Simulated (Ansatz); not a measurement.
Cs3HS: modes and screening against the lattice constant

These are results of Ansatz, DFT PBE, scalar-relativistic, plane waves, PAW, not measurements. Plane waves to 420 eV; Γ-centred k mesh 6×6×6; fixed occupations. No spin polarisation. Phonons by linear response, acoustic sum rule imposed.

The cell is fixed (symmetry leaves no force on the atoms) and stands under 0.8 GPa:
```cif
data_structure
_symmetry_space_group_name_H-M 'P 1'
_symmetry_Int_Tables_number 1
_cell_length_a 5.5924
_cell_length_b 5.5924
_cell_length_c 5.5924
_cell_angle_alpha 90.000
_cell_angle_beta 90.000
_cell_angle_gamma 90.000
_cell_volume 174.90
loop_
_atom_site_label
_atom_site_type_symbol
_atom_site_fract_x
_atom_site_fract_y
_atom_site_fract_z
_atom_site_occupancy
S1 S 0.00000 0.00000 0.00000 1
H1 H 0.50000 0.50000 0.50000 1
Cs1 Cs 0.50000 0.50000 0.00000 1
Cs2 Cs 0.50000 0.00000 0.50000 1
Cs3 Cs 0.00000 0.50000 0.50000 1
```

The cell is the ideal cubic antiperovskite prototype; whether it is the stable structure of this composition wasn't checked. Spin–orbit coupling is left out, which matters for heavy elements.

At a = 5.693 Å: its imaginary modes show that this cell, the ideal cubic antiperovskite prototype, isn't a minimum of the energy.

At a = 5.779 Å: its imaginary modes show that this cell, the ideal cubic antiperovskite prototype, isn't a minimum of the energy.

Problem. How do the optical zone-centre modes (counted from the lowest optical one, degenerate ones once; i marks imaginary ones; without the LO field) and the screening change over a = 5.592, 5.693 and 5.779 Å?

Solution.
```csv
a (Å),5.592,5.693,5.779
pressure (GPa),0.8,0.0,-0.4
gap on the mesh (eV),2.22,2.13,2.00
ε∞,4.13,4.03,3.97
mode 1 (cm⁻¹),17i,41i,51i
mode 4 (cm⁻¹),≈0,11i,15i
mode 7 (cm⁻¹),67,67,67
mode 10 (cm⁻¹),691,650,617
```